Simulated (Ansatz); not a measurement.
## ScCuC₄N₄, before and after

Recipe of this trial structure of ScCuC₄N₄: two interpenetrating cyanide-bridged diamond nets (P-43m, No. 215). Its size is a rough estimate.

start.cif

```cif
data_structure
_symmetry_space_group_name_H-M 'P 1'
_symmetry_Int_Tables_number 1
_cell_length_a 6.0039
_cell_length_b 6.0039
_cell_length_c 6.0039
_cell_angle_alpha 90.000
_cell_angle_beta 90.000
_cell_angle_gamma 90.000
_cell_volume 216.42
loop_
_atom_site_label
_atom_site_type_symbol
_atom_site_fract_x
_atom_site_fract_y
_atom_site_fract_z
_atom_site_occupancy
Sc1 Sc 0.00000 0.00000 0.00000 1
Cu1 Cu 0.50000 0.50000 0.50000 1
C1 C 0.19444 0.19444 0.19444 1
C2 C 0.19444 0.80556 0.80556 1
C3 C 0.80556 0.19444 0.80556 1
C4 C 0.80556 0.80556 0.19444 1
N1 N 0.30695 0.30695 0.30695 1
N2 N 0.30695 0.69305 0.69305 1
N3 N 0.69305 0.30695 0.69305 1
N4 N 0.69305 0.69305 0.30695 1
```

Theory: DFT PBE, scalar-relativistic, plane waves, PAW (Ansatz 0.2.0). Cutoff 420 eV, Gaussian smearing, Γ-centred meshes. Cell and atoms relax first on a coarse mesh and then on a converged one. In between, the cell is made exact in the group found at 0.06 Å. The steps can't lower the symmetry of their start. Collinear spin, starting moments Cu 1.0 μB; they died out on the coarse mesh, so the last step has no spin.

end.cif

```cif
data_structure
_symmetry_space_group_name_H-M 'P 1'
_symmetry_Int_Tables_number 1
_cell_length_a 6.1525
_cell_length_b 6.1525
_cell_length_c 6.1525
_cell_angle_alpha 90.000
_cell_angle_beta 90.000
_cell_angle_gamma 90.000
_cell_volume 232.90
loop_
_atom_site_label
_atom_site_type_symbol
_atom_site_fract_x
_atom_site_fract_y
_atom_site_fract_z
_atom_site_occupancy
Sc1 Sc 0.00000 0.00000 0.00000 1
Cu1 Cu 0.50000 0.50000 0.50000 1
C1 C 0.20842 0.20842 0.20842 1
C2 C 0.20842 0.79158 0.79158 1
C3 C 0.79158 0.20842 0.79158 1
C4 C 0.79158 0.79158 0.20842 1
N1 N 0.31812 0.31812 0.31812 1
N2 N 0.31812 0.68188 0.68188 1
N3 N 0.68188 0.31812 0.68188 1
N4 N 0.68188 0.68188 0.31812 1
```

The symmetry stays P-43m (No. 215). The volume per atom grows by 7.6 %, from 21.6 to 23.3 Å³. The shortest distance stays 1.17 Å (C–N). The energy falls by about 0.12 eV/atom (the start's value is from the coarse mesh).

```yaml
Volume_per_atom: 23.29 Å³
Density: 1.52 g/cm³
Formation_energy: +0.209 eV/atom
Gap_on_the_6×6×6_mesh_of_the_10-atom_cell: 1.65 eV
```

Energies over the elements count from the elements' standard structures at the same level (N₂ as a molecule), with no fitted energy shifts. The separate elements lie lower, so it is unstable against them.

The last run used Gaussian smearing of 0.02 eV. The reference form of C is held partly by dispersion forces, which this level lacks. A structure relaxed within its symmetry needn't be a true minimum. In all, the 3 runs took 2.6 min on 1 thread of Intel(R) Xeon(R) Platinum 8488C (Sapphire Rapids) (shared host).
